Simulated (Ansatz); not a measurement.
Problem. MoW (rock salt, space group No. 225) is relaxed with plane-wave PAW PBEsol (Ansatz code). What lattice parameters of the conventional cell result?

Solution. a = 5.180 Å.

Space group Fm-3m (rock salt). The start of the workflow was typed in or built on a structure type; neither database checked (COD, Materials Project) lists it. Whether it is the stable phase at ambient conditions was not checked. Symmetry was held in the PBEsol relaxation. At this level the phase is mechanically unstable. The run is not spin-polarised. Its formation energy is positive at this level, so the cell may be metastable or incomplete. Spin–orbit coupling is left out wherever it is not named.

Potentials: the earlier of the program's two PAW sets.
